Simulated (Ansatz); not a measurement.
MgTe:
```yaml
crystal:
  lattice:
    - [0.00000, 3.18427, 3.18427]
    - [3.18427, 0.00000, 3.18427]
    - [3.18427, 3.18427, 0.00000]
  atoms:
    - { symbol: Mg, position: [0.00000, 0.00000, 0.00000] }
    - { symbol: Te, position: [0.25000, 0.25000, 0.25000] }
```

Relaxed with LDA. Special points in fractions of this cell's reciprocal vectors: Γ (0.000, 0.000, 0.000); X (0.500, 0.000, 0.500); U (0.625, 0.250, 0.625); K (0.375, 0.375, 0.750); L (0.500, 0.500, 0.500); W (0.500, 0.250, 0.750).

Problem. List the band energies nearest the valence-band maximum at these points for the program Ansatz at the LDA level (PAW).

Solution. In eV from the valence-band maximum; about four levels below and three above (degenerate sets whole), none deeper than 8.9 eV; points with the same levels are listed once.

```csv
k,below,above
Γ,0.00 0.00 0.00,2.38 5.47 5.47 5.47
X,-3.21 -1.25 -1.25,2.66 3.45 9.71 9.71
U,-2.94 -2.08 -1.01,3.32 5.21 8.00 8.00
L,-3.41 -0.44 -0.44,3.17 5.50 5.50
W,-2.82 -2.02 -1.56,4.48 5.74 6.18
```

Space group F-43m (zinc blende). The LDA relaxation kept the symmetry of its start; of distortions, only those at the zone centre were tested. Scalar-relativistic: spin–orbit coupling is off unless named, which matters more the heavier the elements.

Potentials: the later of the program's two PAW sets.
